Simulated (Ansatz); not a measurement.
Re (hcp, Mg type)

```
CELL_PARAMETERS angstrom
      2.75770     0.00000     0.00000
     -1.37885     2.38824     0.00000
      0.00000     0.00000     4.46255
ATOMIC_POSITIONS crystal
  Re 0.33333 0.66667 0.75000
  Re 0.66667 0.33333 0.25000
```

Grid over V/V₀ and (c/a)/(c/a)₀, subscript 0 meaning the relaxed cell; the conventional c axis lies along z; no internal relaxation.

These are r2SCAN (plane waves to 500 eV, PAW, scalar-relativistic; Ansatz, a first-principles code) values and carry that method's errors. k mesh 19×19×11 (Γ-centred), Fermi-Dirac smearing 0.05 eV. Compression counts positive. With partly filled bands, the response to shear is sensitive to the k mesh, so small differences along c/a are uncertain. Re is run without spin polarisation. Re was relaxed with its symmetry unable to fall. Spin-orbit coupling is left out, though Re is heavy. The PAW data are Ansatz's earlier set.

At one point of the scan the stress tensor (GPa) is:

```
   -0.6      0.0      0.0
    0.0     -0.6      0.0
    0.0      0.0    -19.0
```

Question: Which point is it?
(A) V/V₀ = 1.000, (c/a)/(c/a)₀ = 1.040
(B) V/V₀ = 1.020, (c/a)/(c/a)₀ = 1.040
(C) V/V₀ = 1.000, (c/a)/(c/a)₀ = 1.080
(D) V/V₀ = 0.960, (c/a)/(c/a)₀ = 1.080

Answer: B, V/V₀ = 1.020, (c/a)/(c/a)₀ = 1.040

(A scan under strain: stresses follow from slopes of the energy per volume, elastic moduli from its curvatures.)
